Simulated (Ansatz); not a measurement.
Sensitivity of the gradients in CoPdO2 to the input

This input was run with Ansatz:

```yaml
crystal:
  lattice:
    - [1.4224995077, 0.8212804737, 5.96]
    - [-1.4224995077, 0.8212804737, 5.96]
    - [0.0, -1.6425609474, 5.96]
  atoms:
    - { symbol: Co, position: [0.5, 0.5, 0.5], spin: 3.0 }
    - { symbol: Pd, position: [0.0, 0.0, 0.0] }
    - { symbol: O, position: [0.11215, 0.11215, 0.11215] }
    - { symbol: O, position: [0.88785, 0.88785, 0.88785] }
magnetization:
  spin_polarized: true
kpoints:
  mp_grid: { grid: [6, 6, 6] }
scf:
  occupations: { method: fermi_dirac, width: 0.05 }
hamiltonian:
  xc: pbe
  pseudopotentials: { kind: paw }
  hubbard: { sites: [{ species: Co, l: d, u_eff: 1.0 }], double_counting: amf }
output:
  forces: true
  stress: true
  populations: true
  efg:
    quadrupole_moments_barn: { Co: 0.42, Pd: 0.66, O: -0.02558 }
    contact_densities: true
basis:
  ecutwfc: "450 eV"
```

It converged. Of its output the block on the nuclei alone is shown, without the SCF iterations, energies, forces and stress (one atom of each set):

```
--- PAW observables at the nuclei: V_zz in 10²¹ V/m², potentials from the cell's mean, atoms counted from 1 ---
  atom   1  Co V_zz =    +1.313125   η = 0.0000   by run symmetry: allowed   C_q = +13.3355 MHz
            electrostatic potential = -3388.505284 V   contact ρ = 114687.534119 e/Å³   contact ρ_s (e/Å³): all electrons -0.000004, valence -0.000005
  atom   2  Pd V_zz =    +4.862029   η = 0.0000   by run symmetry: allowed   C_q = +77.5918 MHz
            electrostatic potential = -7249.064240 V   contact ρ = 865651.422917 e/Å³   contact ρ_s (e/Å³): all electrons -0.000022, valence -0.000011
  atom   3  O  V_zz =    +3.397207   η = 0.0000   by run symmetry: allowed   C_q = -2.1012 MHz
            electrostatic potential = -627.909471 V   contact ρ = 2157.152888 e/Å³   contact ρ_s (e/Å³): all electrons +0.000003, valence +0.000002
```

Problem. Can these gradients be trusted, and how do they compare with a run on standard settings?

Solution. Not as converged values. Against the standard input the change is `kpoints.mp_grid.grid`: [13, 13, 13] → [6, 6, 6]; `hamiltonian.hubbard`: not typed → {sites: [{species: Co, l: d, u_eff: 1.0}], double_counting: amf}; `basis.ecutwfc`: not typed → 450 eV. A site carries the number of its first atom; V_zz in 10²¹ V/m².

```tsv
site	atom	V_zz standard	η standard	V_zz here	η here
Co	1	1.44	0.00	1.31	0.00
Pd	2	5.29	0.00	4.86	0.00
O	3	3.21	0.00	3.40	0.00
```

The largest change of V_zz is on Pd, from 5.29 to 4.86. In per cent, |V_zz| changes by -8 on Pd, +6 on O (all sites that start above 2). SCF iterations: 14 and 21. New warnings: filled band counts differ across k points. In the changed run the k-mesh is coarser than the standard one, so its values aren't converged ones.

On the reference run: The run finds no gap above 0.1 eV (a metal, or nearly one), so the gradients can move by 10 % or more with the k-mesh. Without spin–orbit coupling (the program notes it for Pd) the gradients can shift somewhat, as the gap is small. Semilocal functionals can leave a metal where correlation in the d or f shell opens a gap in the real compound, and that would change the values at and beside Co. With these PAW files V_zz is typically within 2 to 3 % of all-electron values, but misses above 10 % occur on Co, Pd. The start moments die out, and the run ends without spin.
